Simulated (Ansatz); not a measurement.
## Bi (hcp): energy against volume

The calculation used DFT, BLYP, plane waves (420 eV) with PAW, scalar-relativistic in Ansatz 0.2.0. The PAW files were generated under PBE, with cores re-solved for the functional.

The cell is scaled uniformly from the relaxed one, with fractional coordinates and shape fixed. Energies are extrapolated to zero smearing, pressures are those at the given smearing. Magnetic state: spin not included.

A Birch-Murnaghan fit gives V₀ = 34.26 Å³/atom, B₀ = 41 GPa, B₀′ = 4.7.

(1) What are the energy above the minimum and the pressure at 30.175 Å³/atom?

(2) What are the energy above the minimum and the pressure at 35.661 Å³/atom?

(3) What are the energy above the minimum and the pressure at 38.404 Å³/atom?

## Answers

(1) 80.0 meV/atom and 7.15 GPa as computed.

(2) 6.8 meV/atom and -1.46 GPa as computed.

(3) 52.1 meV/atom and -3.57 GPa as computed.
